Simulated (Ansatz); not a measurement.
**Si (P6_3/mmc), clamped-ion strain scan**

Computed with DFT r2SCAN, scalar-relativistic, plane waves, PAW in Ansatz. The runs took a 500 eV cutoff, a Γ-centred 12×12×6 mesh and Gaussian smearing (0.05 eV). No spin polarisation. Energies are free energies at this smearing, counted from the undisturbed cell; pressure is positive in compression.

Reference structure (as given, not relaxed at this level; it stands at 0.2 GPa; this form isn't the usual structure):

```yaml
crystal:
  lattice:
    - [3.83132, 0.00000, 0.00000]
    - [-1.91566, 3.31802, 0.00000]
    - [0.00000, 0.00000, 6.33262]
  atoms:
    - { symbol: Si, position: [0.33333, 0.66667, 0.06301] }
    - { symbol: Si, position: [0.66667, 0.33333, 0.56301] }
    - { symbol: Si, position: [0.33333, 0.66667, 0.43699] }
    - { symbol: Si, position: [0.66667, 0.33333, 0.93699] }
```

The cell is strained by ε times the Voigt pattern (1, -1, 0, 0, 0, 0) (xx, yy, zz, yz, xz, xy; engineering shear) with fractional coordinates fixed.

```
      ε  ΔE (meV/atom) stress summed along the pattern (GPa, tension positive) pressure (GPa) gap on the mesh (eV)
-0.0400           37.0                                                   -14.60             0.7                  0.12
-0.0300           20.8                                                   -10.99             0.5                  0.25
-0.0200            9.3                                                        ?               ?                  0.37
-0.0100              ?                                                    -3.69             0.2                     ?
 0.0000            0.0                                                     0.00             0.2                  0.60
 0.0100            2.3                                                     3.73             0.2                  0.42
 0.0200              ?                                                     7.49             0.3                     ?
 0.0300           21.2                                                    11.28             0.5                  0.10
 0.0350           28.9                                                    13.17             0.6                  0.02
 0.0400           37.8                                                    15.07             0.7                  0.00
```

Where the gap reads zero the k-mesh, chosen for the insulator, is on the coarse side.

Task: Give the withheld values.

Result: stress summed along the pattern (GPa, tension positive) at ε = -0.0200: -7.36; pressure (GPa) at ε = -0.0200: 0.3; ΔE (meV/atom) at ε = -0.0100: 2.3; gap on the mesh (eV) at ε = -0.0100: 0.49; ΔE (meV/atom) at ε = 0.0200: 9.4; gap on the mesh (eV) at ε = 0.0200: 0.26.